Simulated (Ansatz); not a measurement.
The elements of this relaxed trial crystal are hidden behind letters.

```
lattice vectors (Å)
   3.6573    0.0000    0.0000
   0.0000    3.6573    0.0000
   0.0000    0.0000   15.3486
fractional positions
X 0.0000 0.0000 0.6593
X 0.5000 0.5000 0.8277
X 0.0000 0.0000 0.0000
X 0.5000 0.5000 0.1723
X 0.0000 0.0000 0.3407
Z 0.5000 0.5000 0.5000
Q 0.0000 0.0000 0.8289
Q 0.5000 0.5000 0.0000
Q 0.0000 0.0000 0.1711
Q 0.5000 0.5000 0.3466
Q 0.0000 0.0000 0.5000
Q 0.5000 0.5000 0.6534
```

Level of theory: DFT PBE, scalar-relativistic, plane waves, PAW in Ansatz. Settings of the last relaxation (12-atom cell): 420 eV, 10×10×4 k points, Gaussian smearing of 0.10 eV, no spin polarisation.

```
Space group                                 : P4/mmm (No. 123)
Conventional cell                           : a = 3.657 Å, c = 15.349 Å
Volume per atom                             : 17.11 Å³
Density                                     : 3.01 g/cm³
Energy over the elements                    : −1.19 eV/atom
Gap on the 10×10×4 mesh of the 12-atom cell : 0 eV (a metal)
```

Energies are uncorrected and count from the elements' standard states at the same level.

Task: X is an s-block element of period 3, Z is a d-block element of period 4 and Q is a p-block element of period 3. Which elements are they?

Result: X = Mg, Z = Ni, Q = S, so the formula is Mg5NiS6. Density times volume gives a mean mass of 3.01 × 17.11/1.6605 = 31.0 u per atom, and this set has 31.0 u. Mg on a site of symmetry 4mm has 6 S at 2.45–2.60 Å; around Ni lie 2 S at 2.35 Å and 4 S at 2.59 Å; S on a site of symmetry 4mm is surrounded by 6 Mg at 2.59–2.63 Å; 5 more sites not described. Other sets within the hints have nearly the same mass, so mass alone doesn't settle it; this one was computed.

No Hubbard U is applied to the 3d shell of Ni. Trial moments died out on the coarse mesh, so the last step has no spin; another magnetic start might hold. A later test with randomly moved atoms came back to the same energy, though modes that don't fit the test's cell weren't probed.
